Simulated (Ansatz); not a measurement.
HgTe in space group P3_221 (No. 154; Hg on 3a, Te on 3b), DFT-r²SCAN in the program Ansatz with PAW potentials. The conduction-band minimum lies at Γ, with 1 equivalent valley. Second derivatives d²E/dk² of the lowest band at one valley (eV·Å²), along Cartesian directions:

| direction | d²E/dk² |
|---|---|
| [100] | 11.94 |
| [010] | 11.94 |
| [001] | 29.12 |
| [110] | 11.94 |
| [101] | 20.54 |
| [011] | 20.54 |

Find the principal effective masses, the density-of-states mass and the conductivity mass.

Off-diagonal terms follow from H_xy = H[110] − (H_xx + H_yy)/2, and m*/mₑ = 7.620 eV·Å² over each eigenvalue: 0.26, 0.64, 0.64. One valley's DOS mass (m₁m₂m₃)^(1/3) = 0.47, conductivity mass 3/(Σ 1/mᵢ) = 0.43 mₑ.

What effective density of states Nc follows at 300 K for parabolic valleys?

Nc = 2.509e19 × 1 × (0.47)^(3/2) ≈ 8.1e18 cm⁻³.

The workflow started from a Materials Project entry (that database holds measured and hypothetical structures alike); the Crystallography Open Database copy checked does not list it. It is not the phase usual at ambient conditions (space group No. 216). Symmetry was held in the r²SCAN relaxation; its stability against distortions is not shown here. Spin–orbit coupling is left out wherever it is not named.

Potentials: the later of the program's two PAW sets.

Edges and masses are those of Kohn–Sham bands, whose gap is no quasiparticle gap.
